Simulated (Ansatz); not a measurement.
Mg:
```xyz
3
Lattice="5.0709 0.0000 0.0000 -2.5354 4.3915 0.0000 0.0000 0.0000 3.0755" Properties=species:S:1:pos:R:3 pbc="T T T"
Mg     0.0000     0.0000     0.0000
Mg     0.0000     2.9277     1.5377
Mg     2.5354     1.4638     1.5377
```

Relaxed with r²SCAN.

Problem. Map the valence electron density (e/Å³), cut off at 1 on the plane through (0.000, 0.000, 0.000) spanned by u = [0, 0, 1] and v = [1, -1, 0] in lattice vectors, from DFT-r²SCAN in the program Ansatz with PAW potentials.

Solution. x is the fraction of u, y of v (the angle between them is 90°; rows are the nearest grid lines); atoms in the plane: Mg at (0.00, 0.00), Mg at (0.50, 0.33), Mg at (0.50, 0.67).
```
|99992000000029999|
|99930000000003999|
|86200000000000268|
|00000000000000000|
|00000000000000000|
|00000000000000000|
|00000012321000000|
|00001999999910000|
|00002999999920000|
|00000159995100000|
|00000001110000000|
|00000000000000000|
|00000000000000000|
|00000001110000000|
|00000159995100000|
|00002999999920000|
|00001999999910000|
|00000012321000000|
|00000000000000000|
|00000000000000000|
|00000000000000000|
|86200000000000268|
|99930000000003999|
|99992000000029999|
```
Scale: ten equal steps from 0.083 (start of '0') to 1.00 (end of '9'), in the order '0123456789'; x runs from 0.000 to 1.00, y from 0.000 (bottom) to 1.00 (top).

The density is the valence pseudo-density with augmentation charge, so density and ELF within about 1 Å of a nucleus are not all-electron values.

Space group P6/mmm. A made-up cell: these elements were put on the sites of a structure type; the Crystallography Open Database copy checked does not list it. It is not the phase usual at ambient conditions (space group No. 194). The r²SCAN relaxation kept the symmetry of its start; whether a distortion lowers the energy is not shown.

Potentials: the later of the program's two PAW sets.
